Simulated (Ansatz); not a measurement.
Here is the system:

Si2Mo:
```
Si2Mo
1.0
   -1.58718     1.58718     3.88898
    1.58718    -1.58718     3.88898
    1.58718     1.58718    -3.88898
Si Mo
2 1
Cartesian
  0.00000   0.00000   5.17067
  0.00000   0.00000   2.60729
  0.00000   0.00000   0.00000
```

This is the LDA-relaxed structure.

Q: All from LDA (plane waves, PAW; program Ansatz), unless another level is named. Estimate the bulk modulus (Birch–Murnaghan fit).

A: 225 GPa.

Q: And the highest zone-centre frequency?

A: 439 cm⁻¹.

Space group I4/mmm (MoSi2 or CaC2 type). The cell was relaxed with LDA under the symmetry of its start. The run is not spin-polarised. As this level gives no gap, phonon frequencies hold no LO–TO term and depend on the k-mesh and smearing (Fermi–Dirac, 0.1 eV here).

Potentials: the earlier of the program's two PAW sets. The files were generated under PBE; for other functionals the program regenerates the frozen cores, and for LDA and PBEsol the local potential too.
